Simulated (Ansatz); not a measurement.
AgI:
```
CELL_PARAMETERS angstrom
      4.43622     0.00000     0.00000
     -2.21811     3.84188     0.00000
      0.00000     0.00000    14.61398
ATOMIC_POSITIONS crystal
  Ag 0.00000 0.00000 0.32151
  Ag 0.00000 0.00000 0.82151
  Ag 0.66667 0.33333 0.42874
  Ag 0.33333 0.66667 0.92874
  I  0.00000 0.00000 0.01830
  I  0.00000 0.00000 0.51830
  I  0.66667 0.33333 0.23145
  I  0.33333 0.66667 0.73145
```

Relaxed with PBE+D3(BJ). Special points in fractions of this cell's reciprocal vectors: Γ (0.000, 0.000, 0.000); M (0.500, 0.000, 0.000); K (0.333, 0.333, 0.000); A (0.000, 0.000, 0.500); L (0.500, 0.000, 0.500); H (0.333, 0.333, 0.500).

List the band energies nearest the valence-band maximum at these points for the program Ansatz at the PBE+D3(BJ) with spin–orbit coupling level (PAW).

In eV from the valence-band maximum; about four levels below and three above (degenerate sets whole), none deeper than 8.9 eV; points with the same levels are listed once.

| k | below | above |
|---|---|---|
| Γ | -0.20 -0.20 0.00 0.00 | 1.17 1.17 2.68 2.68 |
| M | -0.84 -0.84 -0.42 -0.42 | 2.31 2.31 2.65 2.65 |
| K | -1.06 -1.03 -1.03 -0.96 | 3.18 3.18 3.45 3.45 |
| A | -0.10 -0.10 -0.10 -0.10 | 1.87 1.87 1.87 1.87 |
| L | -0.61 -0.61 -0.61 -0.61 | 2.74 2.74 2.74 2.74 |
| H | -0.94 -0.94 -0.91 -0.91 | 3.19 3.19 3.28 3.28 |

Space group P6_3mc. The first step of the workflow began from a Materials Project structure, measured or hypothetical. Its sites differ from those of the usual phase in this space group: another stacking or structure type. Symmetry was held in the PBE+D3(BJ) relaxation; whether a distortion lowers the energy is not shown. No spin polarisation was allowed.

Potentials: the later of the program's two PAW sets.
